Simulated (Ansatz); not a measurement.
MgS:
```xyz
2
Lattice="0.0000 2.5645 2.5645 2.5645 0.0000 2.5645 2.5645 2.5645 0.0000" Properties=species:S:1:pos:R:3 pbc="T T T"
S      0.0000     0.0000     0.0000
Mg     2.5645     2.5645     2.5645
```

Relaxed with LDA. Special points in fractions of this cell's reciprocal vectors: Γ (0.000, 0.000, 0.000); X (0.500, 0.000, 0.500); U (0.625, 0.250, 0.625); K (0.375, 0.375, 0.750); L (0.500, 0.500, 0.500); W (0.500, 0.250, 0.750).

### Question
List the band energies nearest the valence-band maximum at these points for DFT-LDA in the program Ansatz with PAW potentials.

### Answer
In eV from the valence-band maximum; about four levels below and three above (degenerate sets whole), none deeper than 8.9 eV; points with the same levels are listed once.

```json
[
 {"k": "Γ", "below": "0.00 0.00 0.00", "above": "3.83 7.77 7.77 7.77"},
 {"k": "X", "below": "-4.47 -1.80 -1.80", "above": "2.65 4.11 12.22"},
 {"k": "U", "below": "-3.95 -3.41 -1.47", "above": "3.76 6.61 9.66"},
 {"k": "L", "below": "-5.14 -0.64 -0.64", "above": "4.43 6.77 6.77"},
 {"k": "W", "below": "-3.46 -3.46 -2.54", "above": "5.24 7.87 7.87"}
]
```

Space group Fm-3m (rock salt). The cell was relaxed with LDA under the symmetry of its start; phonons on a q-mesh show no instability.

Potentials: the later of the program's two PAW sets.
